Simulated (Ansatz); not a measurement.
This run works on a generated trial structure, not on a known crystal.

Input and command of a plane-wave DFT calculation in Ansatz:

```yaml
crystal:
  lattice:
    - [4.7315603, -4.7279762, 0.0]
    - [4.7315603, 4.7279762, 0.0]
    - [-2.3639818, 0.0, 4.1758406]
  atoms:
    - { symbol: Ti, position: [0.0, 0.0, 0.0] }
    - { symbol: Ge, position: [0.829511, 0.331512, 0.322474] }
    - { symbol: Ge, position: [0.331989, 0.331989, 0.323196] }
    - { symbol: Ge, position: [0.331512, 0.829511, 0.322474] }
    - { symbol: Ge, position: [0.830061, 0.830061, 0.326194] }
    - { symbol: Ge, position: [0.668488, 0.170489, 0.677526] }
    - { symbol: Ge, position: [0.169939, 0.169939, 0.673806] }
    - { symbol: Ge, position: [0.170489, 0.668488, 0.677526] }
    - { symbol: Ge, position: [0.668011, 0.668011, 0.676804] }
    - { symbol: Mo, position: [0.5, 0.0, 0.0] }
    - { symbol: Mo, position: [0.0, 0.5, 0.0] }
    - { symbol: Mo, position: [0.5, 0.5, 0.0] }
basis:
  ecutwfc: 420
kpoints:
  mp_grid: { grid: [6, 6, 10] }
hamiltonian:
  xc: pbe
scf:
  occupations: { method: gaussian, width: 0.1 }
output:
  forces: true
  stress: true
  eigenvalues: true
  write_density: true
  write_potential: true
  elf: true
  volumetric_format: npy
relax:
  adjacent_minimum: "off"
  f_tol: 0.01
  max_steps: 80
  cell: { stress_tol: 0.05 }
```

```bash
ansatz run input.yaml --threads 4 --pin off --max-ram 8192MiB --backend cpu --events-out ev --progress --plain --runs-dir out
```

Processor: Intel(R) Xeon(R) Platinum 8259CL CPU @ 2.50GHz (Skylake/Cascade Lake), 4 threads, on a host shared with other jobs.

Problem. Estimate time, memory and problem size.

Solution. About 80 s, peak memory 1.8 GiB. It solves 100 bands at 110 k points (after reduction by symmetry) with about 3617 plane waves (on the last cell), in 16 SCF iterations over 2 ionic steps.
